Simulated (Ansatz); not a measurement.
BAs:
```cif
data_As2B2
_chemical_formula_sum 'B2 As2'
_space_group_name_H-M_alt 'P 1'
_space_group_IT_number 1
_cell_length_a 3.32894
_cell_length_b 3.32894
_cell_length_c 5.51371
_cell_angle_alpha 90.000
_cell_angle_beta 90.000
_cell_angle_gamma 120.000
loop_
_space_group_symop_operation_xyz
  'x, y, z'
loop_
_atom_site_label
_atom_site_type_symbol
_atom_site_fract_x
_atom_site_fract_y
_atom_site_fract_z
_atom_site_occupancy
B1 B 0.33333 0.66667 0.37453 1
B2 B 0.66667 0.33333 0.87453 1
As1 As 0.33333 0.66667 0.00047 1
As2 As 0.66667 0.33333 0.50047 1
```

Relaxed with LDA.

**Question.** Give the optical modes at the zone centre with their infrared and Raman activity from DFPT, LDA in the plane-wave PAW code Ansatz.

**Answer.** Transverse frequencies, without the LO–TO term; a row sums one degenerate level.

| ω (cm⁻¹) | degeneracy | IR ((D/Å)²/amu) | Raman (Å⁴/amu) | activity | symmetry |
|---|---|---|---|---|---|
| 134 | 2 | 0.00 | 1.2 | Raman | E2 |
| 314 | 1 | 0.00 | 0 | silent | B1 |
| 673 | 2 | 0.00 | 420 | Raman | E2 |
| 692 | 1 | 1.55 | 810 | IR+Raman | A1 |
| 699 | 2 | 3.05 | 180 | IR+Raman | E1 |
| 714 | 1 | 0.00 | 0 | silent | B1 |

**Question.** How high does the top mode go among those that the LO–TO term moves?

**Answer.** 704 cm⁻¹ for q along x, 704 cm⁻¹ for q along y, 697 cm⁻¹ for q along z.

Space group P6_3mc (wurtzite). The first step of the workflow began from a Materials Project structure, measured or hypothetical; the Crystallography Open Database copy checked does not list it. It is not the phase usual at ambient conditions (space group No. 216). Symmetry was held in the LDA relaxation; phonons on a q-mesh show no instability.

Potentials: the later of the program's two PAW sets.
